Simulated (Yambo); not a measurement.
# Optical response of TiAl

```xyz
2
Lattice="2.8108 0.0000 0.0000 0.0000 2.8108 0.0000 0.0000 0.0000 4.0664" Properties=species:S:1:pos:R:3 pbc="T T T"
Al     0.0000     0.0000     0.0000
Ti     1.4054     1.4054     2.0332
```

Yambo, TDDFT with the adiabatic LDA kernel on LDA bands; 18×18×12 mesh, 45 bands, 4 Ry local-field block, 0.25 eV broadening; field along x.

```
E (eV)  Im ε  Im ε, independent particles
------  ----  ---------------------------
0.6     26.1                         26.1
1.0     20.6                         20.7
1.4     18.6                         18.8
1.8     16.8                         17.2
2.1     17.2                         17.7
2.5     15.6                         16.0
2.9     14.1                         14.4
3.2     12.9                         12.8
3.6     11.0                         10.7
4.0     9.83                         9.43
4.4     10.3                         9.97
4.8     11.6                         11.4
5.1     12.6                         12.6
5.5     13.0                         13.0
5.9     11.6                         11.6
6.2     8.49                         8.46
6.6     6.74                         6.71
7.0     5.53                         5.54
7.4     4.61                         4.62
7.8     3.78                         3.73
8.1     2.77                         2.73
8.5     2.23                         2.19
8.9     1.88                         1.84
9.2     1.55                         1.52
9.6     1.26                         1.23
10.0    1.12                         1.08
10.4    0.97                         0.95
10.8    0.80                         0.78
11.1    0.72                         0.70
11.5    0.63                         0.61
11.9    0.55                         0.53
12.2    0.46                         0.45
12.6    0.40                         0.39
13.0    0.42                         0.40
13.4    0.39                         0.38
13.8    0.33                         0.33
14.1    0.32                         0.32
14.5    0.33                         0.32
14.9    0.30                         0.30
15.2    0.28                         0.28
15.6    0.24                         0.24
16.0    0.22                         0.22
16.4    0.21                         0.21
16.8    0.19                         0.20
17.1    0.19                         0.20
17.5    0.19                         0.19
17.9    0.19                         0.19
18.2    0.18                         0.18
18.6    0.17                         0.18
19.0    0.17                         0.19
19.4    0.16                         0.17
19.8    0.15                         0.16
```

Only interband transitions are included: the Drude term is missing, so nothing below about 0.6 eV and no real part is shown. Structure narrower than a few tenths of an eV can come from the finite k mesh.

Geometry of the Materials Project entry, not relaxed at this level.
